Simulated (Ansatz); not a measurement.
# NaCdIn: phonons across the zone

Level of theory: DFT PBE, scalar-relativistic, plane waves, PAW in Ansatz 0.2.0. Plane waves to 420 eV; Γ-centred k mesh 12×12×14; Fermi-Dirac smearing of 0.15 eV. No spin polarisation. Phonons by linear response, acoustic sum rule imposed.

Relaxed structure:
```
CELL_PARAMETERS angstrom
5.13851 0.00000 0.00000
-2.56925 4.45008 0.00000
0.00000 0.00000 3.41790
ATOMIC_POSITIONS crystal
Na 0.00000 0.00000 0.00000
Cd 0.66667 0.33333 0.50000
In 0.33333 0.66667 0.50000
```

It was reached by relaxing an invented guess, and it needn't be the stable form of this composition. In a metal, frequencies and elastic constants depend on the k mesh and the smearing, soft modes and shear constants most. Some empty bands missed the eigensolver's threshold. The q mesh is coarse, so values between its points are rough.

Force constants from linear response on a 2×2×2 q mesh.

(1) Is the structure dynamically stable on this mesh?

(2) Give the frequencies (cm⁻¹; i marks imaginary ones) at the irreducible q points, in fractions of the reciprocal vectors.

Answers

(1) Yes, on this mesh: no mode is imaginary.

(2)
```
                  q  star                      frequencies
  0.000 0.000 0.000     1     0 0 0 43 110 118 118 138 138
 0.000 0.000 -0.500     1  39 39 40 65 119 119 126 126 168
 0.000 -0.500 0.000     3   32 36 45 77 93 104 106 135 151
0.000 -0.500 -0.500     3   34 47 54 77 97 120 126 133 172
```
